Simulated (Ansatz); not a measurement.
Relaxed ZnAg (CsCl type):

```xyz
4
Lattice="6.1537 0.0000 0.0000 3.0769 3.0769 0.0000 0.0000 0.0000 3.0769" Properties=species:S:1:pos:R:3 pbc="T T T"
Zn     7.6921     1.5384     1.5384
Zn     4.6153     1.5384     1.5384
Ag     0.0000     0.0000     0.0000
Ag     3.0769     0.0000     0.0000
```

The atoms are displaced by Q × the pattern below (from a DFPT mode at M = (0.5, 0.5, 0.0), largest move 1; Q in Å), at fixed cell. (q is in reciprocal vectors of the primitive cell; the cell shown is doubled to hold the pattern.)

```csv
atom,x,y,z
Zn1,0.000,0.000,-1.000
Zn2,0.000,0.000,1.000
```

Atoms not listed stay in place.

The numbers are results of LDA (plane waves to 420 eV, PAW, scalar-relativistic; Ansatz, a first-principles code), not measurements. k mesh 15×15×15 (Γ-centred), Fermi-Dirac smearing 0.05 eV. The energy includes the smearing's −TS. With partly filled bands, energies and forces of such displacements shift with the k mesh and the smearing. ZnAg was relaxed with its symmetry unable to fall. The zero of ΔE is the undisplaced structure. The last digit holds for this mesh only.

| Q (Å) | ΔE (meV/cell) |
|---|---|
| -0.180 | 154.4 |
| -0.150 | 107.4 |
| -0.120 | withheld |
| -0.090 | 38.7 |
| -0.060 | 17.2 |
| -0.030 | 4.3 |
| 0.000 | 0.0 |
| 0.030 | 4.3 |
| 0.060 | 17.2 |
| 0.090 | 38.7 |
| 0.120 | withheld |
| 0.150 | 107.4 |
| 0.180 | 154.4 |

### Question
Fit an even polynomial form (powers 2, 4) to the given rows and predict ΔE at Q = -0.120.

### Answer
Least squares on the 11 given rows: ΔE = (4786)·Q² + (-613.3)·Q⁴, in meV/cell with Q in Å; root-mean-square residual 0.02 meV/cell. At -0.120 the fit gives 68.8 meV/cell; the calculation gives 68.8 meV/cell, the same to the digits shown. The quadratic term alone would give 68.9 meV/cell.

(A displaced cell: forces are minus the slopes of the energy, force constants its curvatures, and phonons follow from these.)
